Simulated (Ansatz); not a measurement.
SiO₂:
Space group Pn-3m, origin choice 1 (No. 224); a = 3.774 Å, b = 3.774 Å, c = 3.774 Å, α = 90.00°, β = 90.00°, γ = 90.00°

```json
[
 {"atom": "Si", "site": "2a", "symmetry": "-43m", "x": "0.0000", "y": "0.0000", "z": "0.0000"},
 {"atom": "O", "site": "4b", "symmetry": ".-3m", "x": "0.2500", "y": "0.2500", "z": "0.2500"}
]
```

Relaxed with r²SCAN.

Q: Give the optical modes at the zone centre with their infrared and Raman activity from DFPT, r²SCAN in the plane-wave PAW code Ansatz.

A: Transverse frequencies, without the LO–TO term; a row sums one degenerate level.

```csv
ω (cm⁻¹),degeneracy,IR ((D/Å)²/amu),Raman (Å⁴/amu),activity,symmetry
356,3,43.37,0,IR,T1u
369,3,0.00,0,silent,T2u
530,2,0.00,0,silent,Eu
702,3,0.00,3.2,Raman,T2g
980,3,107.46,0,IR,T1u
1081,1,0.00,0,silent,A2u
```

Q: How high does the top mode go among those that the LO–TO term moves?

A: 1219 cm⁻¹ for q along x.

The workflow started from a Materials Project entry (that database holds measured and hypothetical structures alike); the Crystallography Open Database copy checked does not list it. It is not the phase usual at ambient conditions (space group No. 92, 152, 154). The r²SCAN relaxation kept the symmetry of its start; phonons on a q-mesh show no instability.

Potentials: the earlier of the program's two PAW sets.
